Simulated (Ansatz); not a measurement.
Consider the following.

WS₂:
```
CELL_PARAMETERS angstrom
      3.18774     0.00000     0.00000
     -1.59387     2.76066     0.00000
      0.00000     0.00000    14.86125
ATOMIC_POSITIONS crystal
  W  0.33333 0.66667 0.25000
  W  0.66667 0.33333 0.75000
  S  0.33333 0.66667 0.64428
  S  0.66667 0.33333 0.35572
  S  0.66667 0.33333 0.14428
  S  0.33333 0.66667 0.85572
```

This is the PBE-relaxed structure.

Question: All from PBE in the plane-wave PAW code Ansatz, unless another level is named. Estimate the band gap.

Answer: 1.63 eV (indirect).

Question: Next, the conduction-band minimum?

Answer: on the H–K line, 95 % of the way from H (4 equivalent valleys).

Question: Next, the valence-band maximum?

Answer: at Γ.

Space group P6_3/mmc. The PBE relaxation kept the symmetry of its start. No spin polarisation was allowed. The volume lies over 15 % above that of the usual cell of this phase: another minimum, or an error of the functional. A crystal of weakly bound layers computed without a dispersion correction: the cell and the soft elastic constants depend strongly on that. Scalar-relativistic: spin–orbit coupling is off unless named, which matters more the heavier the elements.

Potentials: the later of the program's two PAW sets.
